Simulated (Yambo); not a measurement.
Ba2ScNbO6 (space group Fm-3m, No. 225), G0W0@LDA in Yambo with this input:

```
rim_cut
gw0
dyson
el_el_corr
HF_and_locXC
ppa
em1d
RandQpts= 1000000
RandGvec= 1 Ry
EXXRLvcs= 84 Ry
VXCRLvcs= 336 Ry
Chimod= "HARTREE"
% BndsRnXp
 3 | 219 |
%
NGsBlkXp= 7 Ry
% LongDrXp
 1.0 | 1.0 | 1.0 |
%
PPAPntXp= 27.2114 eV
% GbndRnge
 1 | 219 |
%
GTermKind= "BG"
DysSolver= "n"
ExtendOut
```

On a 2×2×2 mesh, with wavefunctions cut at 84 Ry, the gap (Γ → Γ) is 4.309 eV and the valence edge shifts by -0.400 eV.

Question: What happens with this change: wavefunctions cut at 10 Ry?

Answer: The gap falls by 0.094 eV, to 4.215 eV; the shift of the valence edge becomes -0.148 eV. Neither run is shown to be the converged limit.

Spin-orbit coupling is not included.

Geometry of the Materials Project entry, not relaxed at this level; primitive cell a = b = c = 5.861 Å, α = β = γ = 60.00°.

The structure is a Materials Project entry; no match was found in the copy of COD used, and its stability was not checked.

A shift is the quasiparticle energy of the state minus its LDA energy.
